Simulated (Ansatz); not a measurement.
**Does relaxation matter for the field gradients of GaN with Au replacing Ga?**

Start: a supercell of GaN (wurtzite type, P6_3mc) built from an entry of the Crystallography Open Database (COD) (the entry's cell lengths or inner coordinates differ somewhat from later room-temperature determinations), with all atoms left at the host's positions.

Space group P3m1 (No. 156); a = 6.3600, c = 10.3320 Å, γ = 120.00°.

| site | Wyckoff | site symmetry | x | y | z |
| --- | --- | --- | --- | --- | --- |
| Au | 1a | 3m. | 0.0000 | 0.0000 | 0.0000 |
| Ga2 | 1a | 3m. | 0.0000 | 0.0000 | 0.5000 |
| Ga3 | 3d | .m. | 0.0000 | 0.5000 | 0.0000 |
| Ga4 | 3d | .m. | 0.0000 | 0.5000 | 0.5000 |
| Ga9 | 3d | .m. | 0.1667 | 0.8333 | 0.2500 |
| Ga10 | 3d | .m. | 0.1667 | 0.8333 | 0.7500 |
| Ga15 | 1c | 3m. | 0.6667 | 0.3333 | 0.2500 |
| Ga16 | 1c | 3m. | 0.6667 | 0.3333 | 0.7500 |
| N17 | 1a | 3m. | 0.0000 | 0.0000 | 0.1875 |
| N18 | 1a | 3m. | 0.0000 | 0.0000 | 0.6875 |
| N19 | 3d | .m. | 0.0000 | 0.5000 | 0.1875 |
| N20 | 3d | .m. | 0.0000 | 0.5000 | 0.6875 |
| N25 | 3d | .m. | 0.1667 | 0.8333 | 0.4375 |
| N26 | 3d | .m. | 0.1667 | 0.8333 | 0.9375 |
| N31 | 1c | 3m. | 0.6667 | 0.3333 | 0.4375 |
| N32 | 1c | 3m. | 0.6667 | 0.3333 | 0.9375 |

One atom of each set is listed.

Computed with Ansatz: DFT, PBE, plane waves and PAW, scalar-relativistic, 420 eV cutoff, Γ-centred 4×4×2 k-points, Fermi–Dirac smearing 0.01 eV.

The largest force at the start is 4.5 eV/Å. Relaxing the ions at fixed cell moves them by 0.327 Å at most (atom 17, N) and 0.087 Å rms.

```
site  moved (Å)                   first shell before                    first shell after  V_zz before (10²¹ V/m²)  η before
  Au      0.160                   4 N at 1.94–1.95 Å                   4 N at 2.10–2.15 Å                    -5.73      0.00
 Ga2      0.049                   4 N at 1.94–1.95 Å                   4 N at 1.94–1.96 Å                    -0.27      0.00
 Ga3      0.011                   4 N at 1.94–1.95 Å                   4 N at 1.93–1.94 Å                     1.65      0.52
 Ga9      0.052                   4 N at 1.94–1.95 Å                   4 N at 1.90–1.94 Å                    -0.58      0.70
Ga16      0.009                   4 N at 1.94–1.95 Å                   4 N at 1.93–1.95 Å                    -0.28      0.00
 N17      0.327       1 Au at 1.94 Å, 3 Ga at 1.95 Å       3 Ga at 1.90 Å, 1 Au at 2.10 Å                     1.59      0.00
 N19      0.007                  4 Ga at 1.94–1.95 Å                  4 Ga at 1.94–1.95 Å                    -0.13      0.38
 N20      0.026                  4 Ga at 1.94–1.95 Å                  4 Ga at 1.92–1.94 Å                     0.16      0.77
 N25      0.045                  4 Ga at 1.94–1.95 Å                  4 Ga at 1.93–1.94 Å                     0.21      0.01
 N26      0.154  3 Ga at 1.94–1.95 Å, 1 Au at 1.95 Å  3 Ga at 1.92–1.93 Å, 1 Au at 2.15 Å                     2.35      0.24
```

Task: How do the gradients change?

Result: 

```csv
site,V_zz after,η after,change of V_zz
Au,-42.6,0.00,-36.91
Ga2,1.77,0.00,+2.04
Ga3,2.52,0.96,+0.87
Ga9,-2.34,0.12,-1.76
Ga16,0.81,0.00,+1.09
N17,-1.14,0.00,-2.73
N19,0.43,0.20,–
N20,-0.52,0.26,–
N25,-0.76,0.10,-0.97
N26,4.51,0.26,+2.16
```

The largest change of V_zz along a kept axis is on Au, from -5.73 to -42.6. Small gradients that grow severalfold: Ga2 (-0.27 to 1.77). Where |V_zz| stays above 0.1 and the axes keep their order, η moves most on Ga9, from 0.70 to 0.12. On Ga4 (not in the table) V_xx and V_yy change places (or their axes turn by over 50°), so the two values of η hide a larger change. V_zz changes sign on N17 (same axis), Ga16 (same axis), Ga2 (same axis), N25 (axis turned by 25°). On N20, N19 the largest principal value lies along another axis in the second run, so the two V_zz can't be compared directly. The table leaves out 6 of the 16 sites, with |V_zz| up to 1.40; their tensors move by 0.94 at most along any direction. The statements above cover all sites. The host's own positions weren't relaxed first, so part of the change far from the defect can be the host's relaxation.

The run isn't spin-polarised, and a state with spin may lie lower. The defect repeats with the cell of 32 atoms, so it feels its images: sites between two images don't show the values beside a lone defect, and zeros or small values of η there can come from the images' arrangement. Ga and N carry a gradient in the pure host already, so the values there aren't the defect's effect alone. The defect cell has no gap above 0.1 eV on its mesh, so the values can hang on the smearing and the k-mesh. Spin–orbit coupling is left out, which shifts gradients on Au by a few per cent in wide-gap crystals, and can shift them far more where the calculated gap is small or absent, as here.
Before: The cell keeps the host's lattice, where the PBE pressure is 13 GPa. The neighbours have not yet relaxed around the defect (largest force 4.5 eV/Å), so the values at and beside it are those of a strained start, not of the defect in a real crystal.
After: The relaxation keeps the site symmetry 3m of the start, so the impurity can move only along its axis; a distortion that would localise the partly filled state isn't explored. The cell keeps the host's lattice, where the PBE pressure is 11 GPa.
